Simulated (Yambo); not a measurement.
BSE-type run in Yambo on LiBr (wurtzite, space group P6_3mc, No. 186) under isotropic strain of -1.5 % on all lattice vectors, at zero momentum.

Quantum ESPRESSO step (PBEsol, PseudoDojo standard norm-conserving files, scalar-relativistic):
```
&CONTROL
  calculation = 'nscf'
  pseudo_dir = './pseudo'
  outdir = './out'
/
&SYSTEM
  ibrav = 0
  nat = 4
  ntyp = 2
  ecutwfc = 74.0
  ecutrho = 296.0
  occupations = 'fixed'
  force_symmorphic = .true.
  nbnd = 50
/
&ELECTRONS
  conv_thr = 4e-09
  diago_full_acc = .true.
  diago_thr_init = 1e-08
/
ATOMIC_SPECIES
Li 6.9400 Li.upf
Br 79.9040 Br.upf
CELL_PARAMETERS angstrom
  4.072670910874   0.000000000000   0.000000000000
 -2.036335455437   3.527036470071   0.000000000000
  0.000000000000   0.000000000000   6.515570024538
ATOMIC_POSITIONS crystal
Li   0.666666724402   0.333333448803   0.878053689555
Li   0.333333391068   0.666666782137   0.378053689555
Br   0.666666724402   0.333333448803   0.496946607352
Br   0.333333391068   0.666666782137   0.996946607352
K_POINTS automatic
9 9 4 0 0 0
```

Yambo input:
```
rim_cut
optics
bse
bss
dipoles
em1s
RandQpts= 1000000
RandGvec= 1 Ry
FFTGvecs= 40 Ry
Chimod= "HARTREE"
BSKmod= "SEX"
BSEmod= "resonant"
BSSmod= "hs"
BSENGexx= 15 Ry
BSENGBlk= 4 Ry
% KfnQP_E
 2.524 | 1.0 | 1.0 |
%
% BSEQptR
 1 | 1 |
%
% BSEBands
 5 | 14 |
%
% BEnRange
 0.0 | 12.6 | eV
%
% BDmRange
 0.15 | 0.15 | eV
%
BEnSteps= 252
% BLongDir
 1.0 | 0.0 | 0.0 |
%
BSHayTrs= -0.02
BSSNEig= 24
WRbsWF
% BndsRnXs
 3 | 46 |
%
NGsBlkXs= 4 Ry
% LongDrXs
 1.0 | 1.0 | 1.0 |
%
```

From the report:

The dimension is k points × valence × conduction bands = 324 × 6 × 4 = 7776.
```
   [SLEPC] Approach                          : Krylov-Schur
   [SLEPC] Number of requested eigenvalues   :  24
   [SLEPC] Number of eigenvalues        [NEV]:  24
    [K] Dimension                                    :   7776
    [K] Bands                                        :   5  14
    [K] Exchange res                                 : yes
    [K] Correlation res                              : yes
    [K] W interaction is bare                        : no
    [K] RL vectors exchange                          :   627
    [K] RL vectors correlation                       :   99
    [W] Matrix size                                  :   99
    [W] Bands                                        :    3   46
    [W] Coulomb Cutoff                               : none
    [W] Hxc Kernel                                   : HARTREE
```

Spin-orbit coupling is not included.

Geometry strained from the cell relaxed with PBEsol, atoms relaxed again.

This is not the ordinary phase of the substance; no match was found in the copy of COD used, and its stability was not checked.
